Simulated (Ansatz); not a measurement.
Ti$_{2}$SnC:
```
CELL_PARAMETERS angstrom
      3.16594     0.00000     0.00000
     -1.58297     2.74179     0.00000
      0.00000     0.00000    13.73176
ATOMIC_POSITIONS crystal
  Ti 0.33333 0.66667 0.08077
  Ti 0.66667 0.33333 0.91923
  Ti 0.66667 0.33333 0.58077
  Ti 0.33333 0.66667 0.41923
  Sn 0.33333 0.66667 0.75000
  Sn 0.66667 0.33333 0.25000
  C  0.00000 0.00000 0.00000
  C  0.00000 0.00000 0.50000
```

Relaxed with r²SCAN. Special points in fractions of this cell's reciprocal vectors: Γ (0.000, 0.000, 0.000); M (0.500, 0.000, 0.000); K (0.333, 0.333, 0.000); A (0.000, 0.000, 0.500); L (0.500, 0.000, 0.500); H (0.333, 0.333, 0.500).

Q: List the band energies nearest the Fermi level at these points for the program Ansatz at the r²SCAN with spin–orbit coupling level (PAW).

A: In eV from the Fermi level; about four levels below and three above (degenerate sets whole), none deeper than 8.9 eV; points with the same levels are listed once.

```json
[
 {"k": "Γ", "below": "-3.12 -3.12 -3.12 -3.12 -2.81 -2.81", "above": "0.34 0.34 0.35 0.35 0.35 0.35 0.35 0.35"},
 {"k": "M", "below": "-1.67 -1.67 -1.63 -1.63", "above": "1.11 1.11 1.25 1.25"},
 {"k": "K", "below": "-2.08 -2.08 -0.67 -0.67", "above": "0.68 0.68 0.77 0.77"},
 {"k": "A", "below": "-3.13 -3.13 -3.13 -3.13 -3.13 -3.13 -3.13 -3.13", "above": "0.34 0.34 0.34 0.34"},
 {"k": "L", "below": "-1.64 -1.64 -1.64 -1.64", "above": "1.33 1.33 1.33 1.33"},
 {"k": "H", "below": "-0.12 -0.12 -0.10 -0.10", "above": "0.66 0.66 0.67 0.67"}
]
```

Space group P6_3/mmc. The workflow started from a Materials Project entry (that database holds measured and hypothetical structures alike); the Crystallography Open Database copy checked does not list it. Whether it is the stable phase at ambient conditions was not checked. Symmetry was held in the r²SCAN relaxation; whether a distortion lowers the energy is not shown. No spin polarisation was allowed.

Potentials: the earlier of the program's two PAW sets.
